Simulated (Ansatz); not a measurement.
LaScO2F:
```xyz
5
Lattice="4.1060 0.0000 0.0000 0.0000 4.1060 0.0000 0.0000 0.0000 3.9934" Properties=species:S:1:pos:R:3 pbc="T T T"
La     2.0530     2.0530     1.9967
Sc     0.0000     0.0000     0.0000
O      2.0530     0.0000     0.0000
O      0.0000     2.0530     0.0000
F      0.0000     0.0000     1.9967
```

Relaxed with PBEsol. Special points in fractions of this cell's reciprocal vectors: Γ (0.000, 0.000, 0.000); X (0.000, 0.500, 0.000); M (0.500, 0.500, 0.000); Z (0.000, 0.000, 0.500); R (0.000, 0.500, 0.500); A (0.500, 0.500, 0.500).

List the band energies nearest the Fermi level at these points for plane-wave PAW PBEsol (Ansatz code).

In eV from the Fermi level; about four levels below and three above (degenerate sets whole), none deeper than 8.9 eV; points with the same levels are listed once.

```csv
k,below,above
Γ,-0.79 -0.38 -0.31 -0.31,0.67 0.72 0.72
X,-5.70 -5.59 -4.75 -0.14,0.38 0.40 0.62
M,-6.63 -6.40 -6.40 -4.05,0.43 0.43 0.58
Z,-6.17 -4.25 -4.25 -0.07,0.46 0.60 0.60
R,-5.69 -5.23 -5.03 -4.86,0.44 0.52 0.66
A,-5.19 -5.19 -3.98 -0.08,0.54 0.54 0.59
```

Space group P4/mmm. The start of the workflow was typed in or built on a structure type; neither database checked (COD, Materials Project) lists it. Its standing as an ambient phase is unchecked. Symmetry was held in the PBEsol relaxation. At this level the phase is dynamically unstable (imaginary phonons). No spin polarisation was allowed. The volume moved by -21 % from the start of the relaxation. With an odd number of electrons in the cell and no spin polarisation, the count alone makes it a metal. Scalar-relativistic: spin–orbit coupling is off unless named, which matters more the heavier the elements.

Potentials: the earlier of the program's two PAW sets. The files were generated under PBE; for other functionals the program regenerates the frozen cores, and for LDA and PBEsol the local potential too.
